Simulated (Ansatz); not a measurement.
LaAg (CsCl type, space group No. 221) at seven volumes, r²SCAN (plane waves, PAW; program Ansatz), scaled uniformly. One row is withheld.

```json
[
 {"V (Å³/atom)": "25.283", "P (GPa)": "6.26"},
 {"V (Å³/atom)": "26.116", "P (GPa)": "3.84"},
 {"V (Å³/atom)": "26.950", "P (GPa)": "1.77"},
 {"V (Å³/atom)": "27.783", "P (GPa)": "0.00"},
 {"V (Å³/atom)": "28.617", "P (GPa)": "?"},
 {"V (Å³/atom)": "29.450", "P (GPa)": "-2.82"},
 {"V (Å³/atom)": "30.284", "P (GPa)": "-3.93"}
]
```

**Question.** Fit the shown pressures and predict the withheld one.

**Answer.** Third-order Birch–Murnaghan: P = (3/2)B₀(x^(7/2) − x^(5/2))[1 + (3/4)(B′ − 4)(x − 1)] with x = (V₀/V)^(2/3). Least squares on the six rows gives V₀ = 27.783 Å³/atom, B₀ = 54.56 GPa, B′ = 4.16. At V = 28.617, x = 0.9805 and P = -1.52 GPa. The run itself gave -1.52 GPa.

Space group Pm-3m (CsCl type). The workflow started from an entry of the Crystallography Open Database (COD). Its standing as an ambient phase is unchecked. Symmetry was held in the r²SCAN relaxation; whether a distortion lowers the energy is not shown. The run is not spin-polarised. Scalar-relativistic: spin–orbit coupling is off unless named, which matters more the heavier the elements.

Potentials: the later of the program's two PAW sets.
